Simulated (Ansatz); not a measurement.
Consider the following.

Starting cell, GaAs (zinc blende):

```
GaAs
1.0
    0.00000     2.82951     2.82951
    2.82951     0.00000     2.82951
    2.82951     2.82951     0.00000
As Ga
1 1
Cartesian
  4.24427   4.24427   4.24427
  0.00000   0.00000   0.00000
```

Two-dimensional scan of atom 2 (Ga, nearest neighbour As at 2.450 Å; its periodic images, 4.0 Å or more away, move with it): u runs along (1.000, 0.000, 0.000), v along (0.000, 0.000, 1.000) (Cartesian). Cell and other atoms are fixed.

Computed with PBEsol (plane waves to 420 eV, PAW, scalar-relativistic; Ansatz, a first-principles code). k mesh 8×8×8 (Γ-centred), Fermi-Dirac smearing 0.05 eV. Energies are smeared free energies. As the smearing reaches across the gap at some points, energies and forces of such displacements shift with the k mesh and the smearing. GaAs was relaxed with its symmetry unable to fall. ΔE is measured from the undisplaced structure. Axes are in Å.

The scan covers u from -0.610 to 0.610 Å in 5 points and v from -0.610 to 0.610 Å in 5 points.

### Question
Is the undisplaced position a minimum, a maximum or a saddle of this map?

### Answer
A minimum.

### Question
What are the two principal curvatures of the energy at the centre?

### Answer
9.1 eV/Å², isotropic.

(For displaced atoms, the force is minus the slope of the energy, and its curvature is a force constant, which sets phonon frequencies.)
